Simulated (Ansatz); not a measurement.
TaSi:
```cif
data_SiTa
_chemical_formula_sum 'Si1 Ta1'
_space_group_name_H-M_alt 'P 1'
_space_group_IT_number 1
_cell_length_a 3.64136
_cell_length_b 3.64136
_cell_length_c 3.64136
_cell_angle_alpha 60.000
_cell_angle_beta 60.000
_cell_angle_gamma 60.000
loop_
_space_group_symop_operation_xyz
  'x, y, z'
loop_
_atom_site_label
_atom_site_type_symbol
_atom_site_fract_x
_atom_site_fract_y
_atom_site_fract_z
_atom_site_occupancy
Si1 Si 0.00000 0.00000 0.00000 1
Ta1 Ta 0.50000 0.50000 0.50000 1
```

Relaxed with PBE.

### Question
Decompose the optical modes at the zone centre into irreducible representations, and say which are infrared and Raman allowed.

### Answer
Point group m-3m: Γ_opt = T1u. Infrared: T1u. Raman: none.

### Question
Assign frequencies (DFPT, the program Ansatz at the PBE level (PAW)).

### Answer
T1u 356 cm⁻¹.

Space group Fm-3m (rock salt). The cell is a constructed one: a structure type filled with these elements; neither database checked (COD, Materials Project) lists it. Whether it is the stable phase at ambient conditions was not checked. The cell was relaxed with PBE under the symmetry of its start; of distortions, only those at the zone centre were tested. The run is not spin-polarised. As this level gives no gap, phonon frequencies hold no LO–TO term and depend on the k-mesh and smearing (Fermi–Dirac, 0.1 eV here). Spin–orbit coupling is left out wherever it is not named.

Potentials: the later of the program's two PAW sets.
